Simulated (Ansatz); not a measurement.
Antifluorite alloy of Mg2Si and Mg2Sn (2 of 32 Si sites exchanged), 96 atoms

Ansatz, PAW, plane waves. PBEsol relaxation of volume and atoms (shape held) at the single k point (¼, ¼, ¼) without its symmetry partners; single points on the relaxed atoms at the Γ point alone, onto which points of the small cell's zone fold. Arrangement: quasirandom. No spin–orbit coupling unless named.

Relaxed structure:

```
CELL_PARAMETERS angstrom
12.70348 0.00000 0.00000
0.00000 12.70348 0.00000
0.00000 0.00000 12.70348
ATOMIC_POSITIONS crystal
Mg 0.37526 0.12449 0.12447
Mg 0.37515 0.12524 0.62567
Mg 0.37969 0.62901 0.12065
Mg 0.37961 0.62080 0.62939
Mg 0.87527 0.12468 0.12561
Mg 0.87512 0.12551 0.62489
Mg 0.87429 0.62536 0.12466
Mg 0.87412 0.62461 0.62558
Mg 0.12150 0.37017 0.12054
Mg 0.12538 0.37426 0.62602
Mg 0.12525 0.87585 0.12433
Mg 0.12151 0.87964 0.62976
Mg 0.62595 0.37495 0.12515
Mg 0.62639 0.37480 0.62535
Mg 0.62639 0.87522 0.12494
Mg 0.62570 0.87487 0.62509
Mg 0.12535 0.12492 0.37511
Mg 0.12599 0.12503 0.87522
Mg 0.11588 0.62495 0.37516
Mg 0.12531 0.62495 0.87516
Mg 0.62613 0.12496 0.37507
Mg 0.62529 0.12494 0.87507
Mg 0.62715 0.62491 0.37512
Mg 0.62605 0.62506 0.87496
Mg 0.12558 0.12449 0.12460
Mg 0.12544 0.12519 0.62549
Mg 0.12084 0.62889 0.12059
Mg 0.12087 0.62068 0.62952
Mg 0.62558 0.12429 0.12530
Mg 0.62548 0.12515 0.62438
Mg 0.62637 0.62516 0.12435
Mg 0.62629 0.62443 0.62547
Mg 0.37970 0.37059 0.37929
Mg 0.37512 0.37431 0.87488
Mg 0.37980 0.87938 0.37092
Mg 0.37502 0.87548 0.87538
Mg 0.87425 0.37451 0.37566
Mg 0.87519 0.37544 0.87490
Mg 0.87424 0.87546 0.37467
Mg 0.87502 0.87465 0.87546
Mg 0.37882 0.37013 0.12039
Mg 0.37544 0.37394 0.62579
Mg 0.37548 0.87540 0.12403
Mg 0.37887 0.87952 0.62943
Mg 0.87474 0.37492 0.12504
Mg 0.87436 0.37467 0.62528
Mg 0.87426 0.87501 0.12462
Mg 0.87450 0.87484 0.62482
Mg 0.37528 0.12481 0.37495
Mg 0.37454 0.12477 0.87485
Mg 0.38470 0.62481 0.37501
Mg 0.37535 0.62482 0.87488
Mg 0.87445 0.12485 0.37499
Mg 0.87533 0.12483 0.87492
Mg 0.87341 0.62484 0.37492
Mg 0.87451 0.62476 0.87511
Mg 0.12082 0.37035 0.37909
Mg 0.12566 0.37440 0.87476
Mg 0.12088 0.87930 0.37076
Mg 0.12548 0.87528 0.87527
Mg 0.62636 0.37411 0.37529
Mg 0.62565 0.37521 0.87455
Mg 0.62639 0.87540 0.37453
Mg 0.62543 0.87432 0.87522
Si 0.00003 0.00011 0.99993
Si 0.99890 0.00124 0.50005
Si 0.99913 0.49968 0.99898
Si 0.99734 0.49865 0.50137
Si 0.50061 0.99996 0.99974
Si 0.50151 0.00108 0.50009
Si 0.50174 0.49974 0.99868
Si 0.50331 0.49845 0.50124
Si 0.25026 0.24862 0.99900
Si 0.25027 0.24859 0.50134
Si 0.25026 0.75109 0.99888
Si 0.75040 0.24970 0.99996
Si 0.75038 0.24960 0.50027
Si 0.75036 0.74994 0.99980
Si 0.75022 0.75003 0.50020
Si 0.25042 0.00100 0.24879
Si 0.25027 0.00115 0.75121
Si 0.25038 0.49859 0.75123
Si 0.75022 0.00013 0.24989
Si 0.75028 0.00000 0.75008
Si 0.75029 0.49962 0.24986
Si 0.75028 0.49977 0.75033
Si 0.99909 0.24880 0.24997
Si 0.00005 0.24988 0.75023
Si 0.99728 0.75132 0.24874
Si 0.99887 0.75010 0.75126
Si 0.50169 0.24862 0.24988
Si 0.50064 0.24972 0.75016
Si 0.50328 0.75114 0.24878
Si 0.50146 0.75018 0.75106
Sn 0.25030 0.75085 0.50089
Sn 0.25018 0.49901 0.24918
```

Q: What are the mean bond lengths by pair (pairs within 1.2 times the sum of covalent radii, less contacts 15 % beyond the pair's median; cation–cation pairs of compounds aside; long ionic contacts are cut short by that bound)?

A: Mg–Mg 3.175 ± 0.040 Å (standard deviation, 191 bonds); Mg–Si 2.745 ± 0.009 Å (standard deviation, 240 bonds); Mg–Sn 2.839 ± 0.006 Å (standard deviation, 16 bonds).

Q: What gap lies between the top filled and the lowest empty level in the single points?

A: HSE06 0.49 eV (34 s on NVIDIA GB200).
